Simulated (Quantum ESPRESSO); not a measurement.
## Strain and stress in AuInIr2Mg2Mo2

All numbers below are calculated, not measured. They come from Quantum ESPRESSO 7.5, a public plane-wave density functional program. Each row is one single-point run on a made-up periodic cell of eight metal atoms, with elements, volume, strain and displacements drawn at random and not relaxed, so a cell may be unstable or far from any real phase. There is no spin polarisation or spin-orbit coupling.

Settings: PBE unless stated; PseudoDojo standard norm-conserving files; Fermi-Dirac width 0.25 eV, which means electrons at about 2900 K; cutoff 1143 eV; 6 x 5 x 3 k mesh shifted half a step off Gamma. E is the free energy of the whole cell (internal energy minus TS), so a -TS column is already part of it. Stress is positive in tension, and the pressure P is minus a third of its trace.

Checks: one run of this series was repeated at a higher cutoff and on a denser mesh, which moved values by no more than 0.004 eV, 0.02 GPa and 0.010 eV/Å, and a second program with other atomic files agreed on it to 2 % rms in force and 0.5 GPa in pressure. Known limits: heavy elements are run without spin-orbit coupling, which real alloys of them have; a spin test at this wide smearing found no moment, but such smearing suppresses magnetism that the real alloy may have.

The lattice is face-centred cubic, and the cell vectors in Å are (-0.077, -0.060, -4.264); (4.357, -0.026, 0.077); (0.052, -8.488, -0.120), a volume of 157.58 Å³ in run 4. The elements on sites 1 to 8 are Mg Au Mg Mo In Ir Mo Ir. Each run adds a stretch e along z to one drawn cell, with the atoms carried along. E is counted from run 4.

```
run  e (%)  s_xx (GPa)  s_yy (GPa)  s_zz (GPa)  s_xy (GPa)  P (GPa)  E (meV)
  1  -1.35       14.77       15.71       15.17        0.39   -15.21   -223.6
  2  -0.84           ?           ?           ?           ?        ?        ?
  3  -0.16       15.35       16.34       16.26        0.46   -15.98    -39.9
  4   0.09       15.46       16.47       16.48        0.47   -16.13      0.0
  5   1.27       15.95       17.02       17.46        0.53   -16.81    196.9
  6   1.60       16.07       17.16       17.72        0.54   -16.98    253.9
  7   2.34       16.34       17.46       18.28        0.58   -17.36    384.6
```

## Worked fit

A parabola through the runs shown gives s_zz = 16.40 + 0.872 e - 0.029 e² GPa with e in per cent, an error of 0.000 on the linear term and a scatter of 0.00 GPa. The atoms are clamped and the cell is already under stress, so the slope belongs to this path and is not an elastic constant of a real alloy.

## Withheld run

Question: what s_zz should run 2 give?

The fit gives 15.65 ± 0.01 GPa. The calculation gave 15.65 GPa.
